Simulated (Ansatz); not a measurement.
SiO2 (alpha-quartz type, space group P3_121)

```yaml
crystal:
  lattice:
    - [4.94935, 0.00000, 0.00000]
    - [-2.47468, 4.28627, 0.00000]
    - [0.00000, 0.00000, 5.44191]
  atoms:
    - { symbol: Si, position: [0.47048, 0.00000, 0.83333] }
    - { symbol: Si, position: [0.00000, 0.47048, 0.16667] }
    - { symbol: Si, position: [0.52952, 0.52952, 0.50000] }
    - { symbol: O, position: [0.41256, 0.26669, 0.71428] }
    - { symbol: O, position: [0.73331, 0.14588, 0.04761] }
    - { symbol: O, position: [0.85412, 0.58744, 0.38094] }
    - { symbol: O, position: [0.14588, 0.73331, 0.95239] }
    - { symbol: O, position: [0.26669, 0.41256, 0.28572] }
    - { symbol: O, position: [0.58744, 0.85412, 0.61906] }
```

The slice is a (-1 1 0 2) plane (indices of the conventional cell) through the point (0.529, 0.529, 0.500) (fractional), spanned by u = [110] and v = [1 -1 1] in vectors of this cell: u (4.95 Å) and v (10.15 Å, at 90° to u). It covers one period; positions are fractions (u, v).

All values below come from PBEsol (plane waves to 420 eV, PAW, scalar-relativistic; Ansatz, a program for electronic structure). k mesh 8×8×6. Near the nuclei the fields are pseudised (PAW); where an atom keeps semicore shells as valence, they peak there. SiO2 was relaxed with its symmetry unable to fall.

Question: Sketch the electrostatic potential energy of an electron, from the cell's mean on this plane as a map.

Answer: 
```
|xxxx004488999999883300xx|
|000000668899999977110000|
|33446688999988775500xx22|
|667788999988552200001144|
|668888999977220000000022|
|5588889988660000xxxx0000|
|6688888888660000xxxx0000|
|778888888877330000000044|
|888888888877664422225577|
|999988888888887777778899|
|999988889999888888999999|
|999999999999998899999999|
|999988889999888888999999|
|999988888888887777778899|
|888888888877664422225577|
|778888888877330000000044|
|6688888888660000xxxx0000|
|5588889988660000xxxx0000|
|668888999977220000000022|
|667788999988552200001144|
|33446688999988775500xx22|
|000000668899999977110000|
|xxxx004488999999883300xx|
|xxxx002288999999882200xx|
```
Scale: ten equal steps from 0.00 (start of '0') to 8.79 (end of '9'), in the order '0123456789'. Values: electrostatic potential energy of an electron, from the cell's mean, in eV. The map has 12 points along u (two characters each, u = 0 at the left) and 24 along v (v = 0 in the bottom row). Points within 0.7 Å of a nucleus are blanked (x), as the pseudised field means little there. Values under 0 eV are set to 0. The zero, the cell's mean, hangs on the PAW cores.
